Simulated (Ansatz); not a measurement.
Energy against volume for Mg2Sn (antifluorite type, space group Fm-3m)

Mg2Sn (antifluorite type, space group Fm-3m)

```yaml
crystal:
  lattice:
    - [0.00000, 3.40806, 3.40806]
    - [3.40806, 0.00000, 3.40806]
    - [3.40806, 3.40806, 0.00000]
  atoms:
    - { symbol: Sn, position: [0.00000, 0.00000, 0.00000] }
    - { symbol: Mg, position: [0.25000, 0.25000, 0.25000] }
    - { symbol: Mg, position: [0.75000, 0.75000, 0.75000] }
```

The volume is varied about the relaxed value V₀ at fixed cell shape. Symmetry pins the atoms to their sites.

The numbers are results of PBE (plane waves to 420 eV, PAW, scalar-relativistic; Ansatz, an electronic-structure program), not measurements. k mesh 12×12×12 (Γ-centred), Fermi-Dirac smearing 0.05 eV. E stands for the smeared free energy. Stress and pressure are positive under compression. At this level the bands of Mg2Sn touch or barely overlap; measurements give the solid a gap. Mg2Sn was relaxed with its symmetry unable to fall. The zero of ΔE is the relaxed starting cell.

```tsv
a (Å)	ΔE (meV/atom)	P (GPa)
6.6770	13	2.9
6.7123	7	2.1
6.7473	3	1.3
6.7819	1	0.6
6.8161	0	0.0
6.8500	1	-0.6
6.8836	3	-1.1
6.9169	6	-1.6
6.9498	11	-2.1
```

Key numbers:

```
Item                                                       Value
-------------------------------------------------  -------------
Pressure at the smallest volume                          2.9 GPa
Energy cost of the largest compression               13 meV/atom
Energy cost of the largest expansion                 11 meV/atom
Bulk modulus B₀ (third-order Birch-Murnaghan fit)       40.5 GPa
Pressure derivative B₀′ (fit)                                4.3
Equilibrium volume of the fit                      26.39 Å³/atom
Pressure for 5 % compression (fit)                       2.3 GPa
```

(Under strain, the slope of the energy per volume gives the stress and its curvature an elastic modulus.)
